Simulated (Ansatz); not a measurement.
Suppose Mg5O takes space group P6/mmm (No. 191), with Mg on 2e and 3f; O on 1a.

Theory: Ansatz 0.2.0, DFT PBE, scalar-relativistic, plane waves, PAW. Cutoff 420 eV, Γ-centred mesh, Gaussian smearing, no spin polarisation.

The zero of energy is the elements' standard structures at the same level (O₂ as a molecule); no fitted shifts are applied.

**Question.** Predict the relaxed structure.

**Answer.**

Space group P6/mmm (No. 191). a = 5.667 Å, b = 5.667 Å, c = 6.734 Å, α = 90.00°, β = 90.00°, γ = 120.00°
```tsv
atom	site	symmetry	x	y	z
Mg	2e	6mm	0.0000	0.0000	0.7130
Mg	3f	mmm	0.5000	0.0000	0.0000
O	1a	6/mmm	0.0000	0.0000	0.0000
```

Around Mg on a site of symmetry 6mm lie 1 O at 1.93 Å, 1 Mg at 2.87 Å and 6 Mg at 3.43 Å; Mg on a site of symmetry mmm has 2 O at 2.83 Å, 4 Mg at 2.83 Å and 4 Mg at 3.43 Å; O is surrounded by 2 Mg at 1.93 Å and 6 Mg at 2.83 Å. Another local minimum with the same sites may exist.

**Question.** Where does its energy lie, and is it a metal?

**Answer.** The energy over the elements is −0.09 eV/atom and the gap on the 12×12×6 mesh of the 6-atom cell is 0 eV (a metal).

The last run used Gaussian smearing of 0.10 eV. A structure relaxed within its symmetry needn't be a true minimum. Another cell of Mg5O relaxed alike, in P-6m2, lies 0.61 eV/atom lower, so this cell isn't the stable form at this level.
